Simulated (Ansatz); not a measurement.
Consider a crystal of ScGaSI2 in space group P4/mmm (No. 123), with Sc on 1d; Ga on 1a; S on 1b; I on 2f. The cell of ScGaSI2 is invented: ordered mixture on the anion sites of perovskite (occupants of the shared sites, in ratio, I: 2, S: 1).

All numbers below come from DFT PBE, scalar-relativistic, plane waves, PAW (Ansatz). Cutoff 420 eV, Γ-centred mesh, Gaussian smearing, collinear spin.

The zero of energy is the elements' standard structures at the same level; no fitted shifts are applied.

Question: Which cell and coordinates does it relax to?

Answer:

Space group P4/mmm (No. 123). a = 5.736 Å, b = 5.736 Å, c = 4.583 Å, α = 90.00°, β = 90.00°, γ = 90.00°
| atom | site | symmetry | x | y | z |
| --- | --- | --- | --- | --- | --- |
| Sc | 1d | 4/mmm | 0.5000 | 0.5000 | 0.5000 |
| Ga | 1a | 4/mmm | 0.0000 | 0.0000 | 0.0000 |
| S | 1b | 4/mmm | 0.0000 | 0.0000 | 0.5000 |
| I | 2f | mmm. | 0.5000 | 0.0000 | 0.0000 |

Around Sc lie 8 I at 3.67 Å and 4 S at 4.06 Å; Ga has 2 S at 2.29 Å and 4 I at 2.87 Å; S has 2 Ga at 2.29 Å, 8 I at 3.67 Å and 4 Sc at 4.06 Å; around I lie 2 Ga at 2.87 Å, 4 S at 3.67 Å and 4 Sc at 3.67 Å. Another local minimum with the same sites may exist.

Question: And its energy and gap?

Answer: The energy over the elements is −0.08 eV/atom, the gap on the 8×8×8 mesh of the 5-atom cell is 0 eV (a metal) and the net moment per atom is 0.23 μB. The moment by site is Sc 1.0 μB. Whether it is stable depends on the other phases of the system, which aren't compared here.

The last run used collinear spin and Gaussian smearing of 0.10 eV. Spin–orbit coupling, which can matter for I, is left out. The reference forms of I and S are held partly by dispersion forces, which this level lacks. Another magnetic order may lie lower. A structure relaxed within its symmetry needn't be a true minimum. Site moments count only spheres around the atoms; the net moment includes the space between them.
